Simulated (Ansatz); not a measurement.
# Ti₃C₂ (P6_3/mmc), zone-centre modes

Method: DFT r2SCAN, scalar-relativistic, plane waves, PAW in Ansatz. Cutoff 500 eV, Γ-centred 12×12×4 k-points, Gaussian smearing of 0.15 eV. No spin polarisation.

Zero of the scan (relaxed at this level; it needn't be the usual structure):

```yaml
crystal:
  lattice:
    - [3.06405, 0.00000, 0.00000]
    - [-1.53202, 2.65354, 0.00000]
    - [0.00000, 0.00000, 15.11852]
  atoms:
    - { symbol: Ti, position: [0.33333, 0.66667, 0.84420] }
    - { symbol: Ti, position: [0.66667, 0.33333, 0.34420] }
    - { symbol: Ti, position: [0.66667, 0.33333, 0.15580] }
    - { symbol: Ti, position: [0.33333, 0.66667, 0.65580] }
    - { symbol: Ti, position: [0.00000, 0.00000, 0.00000] }
    - { symbol: Ti, position: [0.00000, 0.00000, 0.50000] }
    - { symbol: C, position: [0.66667, 0.33333, 0.91416] }
    - { symbol: C, position: [0.33333, 0.66667, 0.41416] }
    - { symbol: C, position: [0.66667, 0.33333, 0.58584] }
    - { symbol: C, position: [0.33333, 0.66667, 0.08584] }
```

Harmonic modes by finite displacements of 0.02 Å, without the LO–TO term.

Question: At this geometry, is the structure stable against these modes?

Answer: No: 2 modes are unstable, the strongest at 39i cm⁻¹.

Question: List the wavenumbers in cm⁻¹.

Answer: 39i, 39i, 0, 0, 0, 133, 151, 151, 162, 162, 241, 275, 275, 278, 278, 284, 376, 386, 566, 566, 632, 632, 634, 634, 634, 634, 635, 635, 668, 672.

Cost: 1 run of about 16 core-minutes, on AMD EPYC 7R43 (Zen 3) (shared hosts).